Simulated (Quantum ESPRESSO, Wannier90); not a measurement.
Cs2O2 (Immm), plane waves to Wannier functions

```
begin unit_cell_cart
ang
   -4.3337100000    0.0000000000    0.0000000000
   -2.1668550000   -3.2186850000    3.7788300000
   -2.1668550000    3.2186850000    3.7788300000
end unit_cell_cart
begin atoms_frac
Cs  -0.2535600000  0.2535600000  0.2535600000
Cs   0.2535600000 -0.2535600000 -0.2535600000
O    0.0000000000  0.3828000000 -0.3828000000
O   -0.0000000000 -0.3828000000  0.3828000000
end atoms_frac
```

Cell from Materials Project (mp-7896), symmetrised, no further relaxation. Not found in the COD (Crystallography Open Database) copy used; not checked further. Level: PBEsol, no spin polarisation, no spin-orbit coupling; pw.x of Quantum ESPRESSO at 68 Ry with PseudoDojo potentials, 8×8×8 k-points, Wannier90. Density: 8×8×8 mesh, cold smearing 0.01 Ry. Spin-orbit coupling is left out although heavy elements are present.

Bands 11 form an isolated set from -5.36 to -5.19 eV relative to the valence-band maximum (on the path) and are turned into 1 Wannier function by minimising the spread from the start: SCDM (isolated).

Centres (Cartesian, Å; one of the equivalent choices) and spreads:

| n | x | y | z | spread (Å²) | nearest atom |
|---|---|---|---|---|---|
| 1 | 0.000 | 3.219 | 0.000 | 2.632 | O3 |

Ω_I = 2.63 Å², Ω_total = 2.63 Å²; the interpolated bands follow pw.x to 0.1 meV rms on the path.
